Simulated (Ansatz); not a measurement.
Given:

AlP:
Space group Pm-3m (No. 221); a = 3.1191 Å, b = 3.1191 Å, c = 3.1191 Å, α = 90.00°, β = 90.00°, γ = 90.00°

```tsv
atom	site	symmetry	x	y	z
Al	1a	m-3m	0.0000	0.0000	0.0000
P	1b	m-3m	0.5000	0.5000	0.5000
```

This is the PBE-relaxed structure.

Q: All from the program Ansatz at the PBE level (PAW), unless another level is named. Give the highest zone-centre frequency.

A: 155 cm⁻¹.

Q: What about the bulk modulus (Birch–Murnaghan fit)?

A: 90.5 GPa.

Q: Predict the elastic constants (relaxed ions, GPa).

A: C11 = 75.6, C12 = 101, C44 = 12.6.

The cell is a constructed one: a structure type filled with these elements; neither database checked (COD, Materials Project) lists it. It is not the phase usual at ambient conditions (space group No. 216). The cell was relaxed with PBE under the symmetry of its start. At this level the phase is mechanically unstable. As this level gives no gap, shear constants depend on the k-mesh and smearing (Fermi–Dirac, 0.1 eV here). As this level gives no gap, phonon frequencies hold no LO–TO term and depend on the k-mesh and smearing (Fermi–Dirac, 0.1 eV here).

Potentials: the later of the program's two PAW sets.
